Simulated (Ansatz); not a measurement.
This run works on a generated trial structure, not on a known crystal.

Input and command of a plane-wave DFT calculation in Ansatz:

```yaml
crystal:
  lattice:
    - [4.63833445, 0.0, 0.0]
    - [-2.31916723, 4.01691547, 0.0]
    - [0.0, 0.0, 10.80792116]
  atoms:
    - { symbol: Na, position: [0.66666667, 0.33333333, 0.76980724] }
    - { symbol: Na, position: [0.66666667, 0.33333333, 0.23019276] }
    - { symbol: V, position: [0.0, 0.0, 0.5], spin: 2.0 }
    - { symbol: V, position: [0.33333333, 0.66666667, 0.0], spin: 2.0 }
    - { symbol: Te, position: [0.0, 0.0, 0.19297226] }
    - { symbol: Te, position: [0.0, 0.0, 0.80702774] }
    - { symbol: Te, position: [0.33333333, 0.66666667, 0.5] }
basis:
  ecutwfc: 420
kpoints:
  mp_grid: { grid: [4, 4, 2] }
hamiltonian:
  xc: pbe
scf:
  occupations: { method: gaussian, width: 0.2 }
  lower_state_search: "off"
output:
  forces: true
  stress: true
  eigenvalues: true
  populations: true
magnetization:
  spin_polarized: true
relax:
  adjacent_minimum: "off"
  f_tol: 0.08
  max_steps: 16
  cell: { stress_tol: 0.8 }
```

```bash
ansatz run input.yaml --threads 1 --pin off --max-ram 2560MiB --backend cpu --events-out ev --progress --plain --runs-dir out
```

Processor: Arm Neoverse V1, 1 thread, on a host shared with other jobs.

Estimate time, memory and problem size.

About 2.7 min, peak memory 0.51 GiB. It solves 58 bands at 8 k points (after reduction by symmetry) with about 3471 plane waves (on the last cell), in 102 SCF iterations over 7 ionic steps.
